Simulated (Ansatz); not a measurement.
**Data sheet: Ti$_{2}$GeB$_{2}$ (DFT)**

Ti2GeB2:
```xyz
5
Lattice="3.0299 0.0000 0.0000 -1.5149 2.6239 0.0000 0.0000 0.0000 7.3058" Properties=species:S:1:pos:R:3 pbc="T T T"
Ti     0.0000     1.7493     5.2134
Ti     0.0000     1.7493     2.0924
Ge     0.0000     0.0000     0.0000
B      0.0000     0.0000     3.6529
B      1.5149     0.8746     3.6529
```

Space group P-6m2 (No. 187); conventional cell a = b = 3.030 Å, c = 7.306 Å, α = β = 90.00°, γ = 120.00°.

Method: r²SCAN in the plane-wave PAW code Ansatz. Structure relaxed to zero pressure with the same functional. Other levels are named where they apply.

**Cell and energy**

```
Item                                                           Value
-----------------------------------------------------  -------------
Volume per atom                                             11.62 Å³
Density                                                   5.43 g/cm³
Formation energy from the elements (no fitted shifts)  -0.90 eV/atom
```

**Electronic structure**

```
Item                                                                        Result
------------------------------------  --------------------------------------------
Electronic character                                             metallic (no gap)
Density of states at the Fermi level  0.24 states/eV per atom (mean over ±0.08 eV)
Gap with spin–orbit coupling                                       none (metallic)
```

**Mechanics**

```
Item                                 Result
----------------------------------  -------
Bulk modulus (Birch–Murnaghan fit)  182 GPa
Pressure derivative B′                  4.2
```

**Charges**

```
Quantity                                        Value
-------------  --------------------------------------
Bader charges  Ti +1.36, Ge -0.96, B -0.90 to -0.85 e
```

The start of the workflow was typed in or built on a structure type; neither database checked (COD, Materials Project) lists it. Its standing as an ambient phase is unchecked. The r²SCAN relaxation kept the symmetry of its start; whether a distortion lowers the energy is not shown. The run is not spin-polarised. The references are the lowest solids computed at this level, not always the standard phases. Spin–orbit coupling is left out wherever it is not named.

Potentials: the earlier of the program's two PAW sets. The files were generated under PBE; for other functionals the program regenerates the frozen cores, and for LDA and PBEsol the local potential too.
